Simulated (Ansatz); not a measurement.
# La2N3O: rattling a relaxed structure

The cell was found from a structure generator's guess, not taken from experiment.

Computed with DFT PBE, scalar-relativistic, plane waves, PAW in Ansatz 0.2.0. Plane waves to 420 eV, a k mesh through Γ of 8×8×6 on the computed 6-atom cell and Gaussian smearing (0.10 eV); no spin polarisation.

The cell below (6 atoms, space group P1 (No. 1)) is relaxed within its symmetry.

```cif
data_structure
_symmetry_space_group_name_H-M 'P 1'
_symmetry_Int_Tables_number 1
_cell_length_a 4.0889
_cell_length_b 4.4456
_cell_length_c 7.3626
_cell_angle_alpha 106.915
_cell_angle_beta 101.127
_cell_angle_gamma 90.011
_cell_volume 125.41
loop_
_atom_site_label
_atom_site_type_symbol
_atom_site_fract_x
_atom_site_fract_y
_atom_site_fract_z
_atom_site_occupancy
La1 La 0.97299 0.13550 0.83963 1
La2 La 0.35909 0.48491 0.52829 1
N1 N 0.53654 0.28758 0.13655 1
N2 N 0.79638 0.34175 0.24289 1
N3 N 0.40415 0.04670 0.65579 1
O1 O 0.93085 0.57856 0.72186 1
```

For the test a repeat of it with 12 atoms (edges 4.09, 4.45, 13.86 Å) was strained at random (σ = 1.5 % a component), the atoms were moved at random (σ = 0.05 Å), and all was relaxed again on a coarse 6×6×2 mesh (in the run’s order of axes) with 0.20 eV smearing, with no symmetry imposed.

An odd number of electrons in the primitive cell allows no gap without spin; a larger cell or a magnetic state could open one.

**Question.** Does it come back?

**Answer.** It returns, within 1 meV/atom of the unmoved cell on that mesh and with the same symmetry when read at 0.1 Å. No instability shows in this cell; modes of other wave vectors, which need another repeat, aren't tested.
